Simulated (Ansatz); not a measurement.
The end point of a relaxation of KBr. Space group Fm-3m (No. 225), rock salt type. Level of theory: PBE (plane waves to 420 eV, PAW, scalar-relativistic; Ansatz, a first-principles code).

```xyz
2
Lattice="0.0000 3.3526 3.3526 3.3526 0.0000 3.3526 3.3526 3.3526 0.0000" Properties=species:S:1:pos:R:3 pbc="T T T"
Br     0.0000     0.0000     0.0000
K      3.3526     3.3526     3.3526
```

**Question.** Predict the band gap from PBE.

**Answer.** 4.31 eV, direct at Γ (no spin-orbit coupling).

No spin polarisation in the result.

Measured for KBr: a 6.541 Å (0 K or low temperature; as listed in Klaus Doll, Hermann Stoll, Phys. Rev. B (1998)); gap 7.4 eV (as listed in Aguado et al., arXiv (1998)). Computed minus measured — a: PBE +2.5 %; gap: PBE -3.09 eV. The computed values are for a static lattice, and a measured gap can be an optical one, lowered by exciton binding.

The run could not lose the symmetry of its start; a randomly shaken copy of 2 atoms returns to this structure.

All atoms sit on sites fixed by symmetry, so only the cell could relax.
